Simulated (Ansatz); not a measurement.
# ScZnSi: reading a single point

```xyz
6
Lattice="0.0000 3.8285 0.0000 3.8285 0.0000 0.0000 1.9142 1.9142 -7.0001" Properties=species:S:1:pos:R:3 pbc="T T T"
Sc    0.0000    1.9142    0.0000
Sc    1.9142    0.0000    0.0000
Si    1.9142    1.9142   -5.3201
Si    3.8285    3.8285   -1.6800
Zn    1.9142    1.9142   -2.4514
Zn    3.8285    3.8285   -4.5487
```

Level: PBE, no spin polarisation; 420 eV; 7×7×7 Γ-centred mesh; methfessel-paxton occupations (width 0.0226 eV); Ansatz 0.2.0, fixed geometry.

(1) Which element gives electrons and which takes them?

(2) What does the stress say?

(3) Metal or insulator?

(4) Where is the largest force?

Origin: a known structure type with other elements, at an estimated volume, so it need not be a known compound. Caveats: atoms or cell far from equilibrium.

## Answers

(1) Bader charges in e: Sc +0.98, Zn +0.13, Si -1.10. In the mean Sc gives up most and Si takes most. There is one density maximum away from the nuclei.

(2) The pressure is 12.2 GPa (compression positive), so with the atoms held at these fractions the cell would first expand; the forces are large, so a full relaxation may end otherwise. The principal stresses 4.2, 16.2, 16.2 GPa differ, so its shape would change too.

(3) It is a metal, with about 4.2 states/eV a cell as the mean within 0.25 eV of the Fermi level, mostly Sc d (58 %) and Si p (26 %).

(4) The largest is on Si3 (and as large on other atoms): 4.08 eV/Å, components (0.00, 0.00, 4.08). It makes 131° with the line to a nearest neighbour, Sc1 at 2.55 Å.
